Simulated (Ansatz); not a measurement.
Relaxed polymorphs of PbSe. Method: PBEsol (plane waves to 420 eV, PAW, scalar-relativistic; Ansatz, a program for electronic structure). One row is withheld; estimate it from its structure type, its coordination and the trend of the others.

```
structure                                                                                 coordination  E − E(first row) (eV/atom)  V (Å³/atom)  gap (eV, no SOC)
--------------------------------------------------------------  --------------------------------------  --------------------------  -----------  ----------------
Fm-3m, cF8, rock salt type                                        Se 6 (octahedral), Pb 6 (octahedral)                       0.000        28.39              0.17
I4₁/amd, tI8, AFLOW prototype AB_tI8_141_a_b ("40", as in NbP)                                       –                        0.29        26.25              0.00
P4/mmm, tP2                                                                                          –                        0.35        28.10              0.00
Pm-3m, cP2, CsCl type                                                       Pb 8 (cubic), Se 8 (cubic)                  (withheld)   (withheld)        (withheld)
P3m1, hP2                                                                                            –                        0.11        29.65              0.00
P4₂/mmc, tP4                                                                                         –                        0.45        34.39              0.00
F-43m, cF8, zinc blende type                                    Se 4 (tetrahedral), Pb 4 (tetrahedral)                       0.266        39.03              0.47
R3m, hR4                                                                                             –                       0.057        28.79              0.62
```

Q: Some entries are withheld; supply them.

A: 
- Pm-3m, cP2, CsCl type, E − E(first row) (eV/atom): 0.20
- Pm-3m, cP2, CsCl type, V (Å³/atom): 25.46
- Pm-3m, cP2, CsCl type, gap (eV, no SOC): 0.00

The withheld cell: Pm-3m (No. 221), cP2, CsCl type; a = b = c = 3.707 Å, α = β = γ = 90.00°; Pb 1a (0.000, 0.000, 0.000); Se 1b (0.500, 0.500, 0.500). Coordination numbers (neighbours up to the widest gap in distance over summed covalent radii, below 1.35; n+m marks a second, longer set; metal–metal contacts left out).

Probably no minimum, since a slightly shaken restart fell lower: P4₂/mmc, tP4 (by 0.39 eV/atom, to R3m). 1 run with a doubtful electronic state, a coarser numerical grid, an end not at rest or a source that can't be used is left out. 1 generated cell of layers, chains or molecules, poorly bound without dispersion, is left out. Each run could gain symmetry but not lose that of its start, so entries can be saddle points. From databases, or of a type measured for this composition: Fm-3m, cF8, rock salt type; the others are generated cells (placed on structure types, drawn at random, substituted or restacked) that were not matched to a known phase here. Energies are at zero temperature and pressure, without zero-point motion. Each cell has its own k-point mesh; energy differences are given only to the digits this allows. No spin polarisation in the result. Without spin-orbit coupling the bands of the heavy element are not split, so the gap can be far off.
